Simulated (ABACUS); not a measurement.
Consider a self-consistent single point of WS2 (R3m, 3 atoms in the cell; from Materials Project mp-9813, changed as shown).

```xyz
3
Lattice="1.6243 0.9378 6.6196 -1.6243 0.9378 6.6196 0.0000 -1.8756 6.6196" Properties=species:S:1:pos:R:3 pbc="T T T"
W      0.0000     0.0000     0.0133
S      0.0000     0.0000     8.2238
S      0.0000     0.0000     5.0425
```

All values come from this method and carry its errors: PBEsol, numerical atomic orbitals DZP (confined pseudo-atomic orbitals with Gaussian additions; energy shift 0.003 Ry), PseudoDojo 0.4 standard norm-conserving PBEsol (tails mended) pseudopotentials (ABACUS).

ABACUS settings:

| setting | value |
|---|---|
| basis | DZP numerical atomic orbitals, energy shift 0.003 Ry |
| KPT | Gamma 6 6 6 0 0 0 |
| basis_type | lcao |
| ecutwfc | 100 Ry |
| smearing_method | fd |
| smearing_sigma | 0.000734986 Ry |
| potentials | PseudoDojo 0.4 standard norm-conserving PBEsol (tails mended) |
| symmetry | 1 |
| symmetry_prec | 1e-05 |
| ks_solver | scalapack_gvx |
| scf_nmax | 100 |
| scf_thr | 1.0e-06 |
| mixing_type | pulay |
| mixing_beta | 0.7 |

Results:

| Property | Value |
|---|---|
| Number of valence electrons | 26 |
| Number of bands | 23 |
| Number of k-points after the program's reduction | 32 |
| Size of the basis | 52 |
| Number of SCF iterations | 10 |
| Free energy E − TS | -2665.1355 eV |
| Top of the valence band (on the code's own zero) | 9.48 eV |
| Gap on the k-point mesh | 1.17 eV |
| Pressure | -8.56 GPa |
| Largest force (vector length) | 0.743 eV/Å |

Forces (eV/Å):
| atom | Fx | Fy | Fz |
|---|---|---|---|
| W1 | 0.000 | 0.000 | 0.010 |
| S2 | 0.000 | 0.000 | -0.743 |
| S3 | 0.000 | 0.000 | 0.732 |

Stress (GPa, positive for compression):
```
-9.20   0.00   0.00
 0.00  -9.20   0.00
 0.00   0.00  -7.28
```

The gap is read on the k-point mesh of the run and can differ from the gap over the whole zone at this level.

For comparison: a first run was changed to give this one (lattice scaled by 1.02), and from it to this one the free energy rises by 34.0 meV/atom, the pressure goes from -0.38 to -8.56 GPa, the largest force goes from 0.294 to 0.743 eV/Å and the gap on the mesh goes from 1.218 to 1.175 eV.

Spin-orbit coupling is left out, which matters for bands and gaps with elements this heavy. The atom-centred basis is finite, which shifts total energies, pressures, gaps and forces against plane waves. The structure comes from a collection of computed structures, made at another level of theory; the collection holds predicted forms beside known ones.

Cost on one core: about 50 core-seconds (a rough figure).

The atomic orbitals were generated for these runs; they are not ABACUS's published sets and were checked against plane waves on a few crystals only.

“Tails mended”: in these copies of the files the far tail of each local potential was reset to the Coulomb form.
